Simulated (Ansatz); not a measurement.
## TiC (Fm-3m), comparing deformations

Level of theory: DFT r2SCAN, scalar-relativistic, plane waves, PAW in Ansatz. Settings: plane waves to 500 eV, k-mesh 18×18×18 (Γ-centred), Gaussian smearing 0.15 eV. No spin polarisation. Energies are free energies at this smearing, counted from the undisturbed cell; pressure is positive in compression.

Zero of the scan (as given, not relaxed at this level; it stands at 0.0 GPa):

```
CELL_PARAMETERS angstrom
0.00000 2.16400 2.16400
2.16400 0.00000 2.16400
2.16400 2.16400 0.00000
ATOMIC_POSITIONS crystal
Ti 0.00000 0.00000 0.00000
C 0.50000 0.50000 0.50000
```

The cell is strained by ε times a Voigt pattern (xx, yy, zz, yz, xz, xy; engineering shear) with fractional coordinates fixed. τ = (1/V0) dE/dε comes from the stress tensor. Of each scan, only the three points used here are listed.

```csv
pattern,ε,τ (GPa)
"(1, 1, 0, 0, 0, 0)",-0.0150,-21.21
"(1, 1, 0, 0, 0, 0)",0.0000,0.06
"(1, 1, 0, 0, 0, 0)",0.0150,18.41
"(0, 0, 1, 0, 0, 0)",-0.0150,-8.61
"(0, 0, 1, 0, 0, 0)",0.0000,0.03
"(0, 0, 1, 0, 0, 0)",0.0150,7.33
"(1, -1, 0, 0, 0, 0)",-0.0100,-8.04
"(1, -1, 0, 0, 0, 0)",0.0000,0.00
"(1, -1, 0, 0, 0, 0)",0.0050,4.01
```

Q: Which constants do the scans give, and which deformation costs least for the same size of strain tensor?

A: The slope dτ/dε at zero (parabola through three points) is pᵀCp: (1, 1, 0, 0, 0, 0) gives 2(C11 + C12) = 1321 GPa; (0, 0, 1, 0, 0, 0) gives C11 = 531 GPa; (1, -1, 0, 0, 0, 0) gives 2(C11 − C12) = 803 GPa. The size of the strain tensor, ε:ε, is ε² times 2.0, 1.0, 2.0. Per unit of it the stiffnesses are 660, 531, 401 GPa, so (1, -1, 0, 0, 0, 0) is the softest of these: at ε:ε = (1 %)² the quadratic term costs 1.27 meV/atom against 2.09 for the stiffest. These are clamped-ion values.

Q: What else follows for this cubic crystal?

A: From the unrounded slopes C11 = 531.4 and C12 = 128.9 GPa, so B = (C11 + 2 C12)/3 = 263 GPa and the Poisson ratio for a pull along a cube edge is C12/(C11 + C12) = 0.20. Symmetry also asks 2(C11 − C12) = 805 GPa, against 803 from its own scan.

In a metal these slopes depend on the k mesh and the smearing.

Cost: 33 runs of about 17 core-minutes in all, on Intel Xeon Processor @ 2.50GHz (Skylake/Cascade Lake) (shared hosts).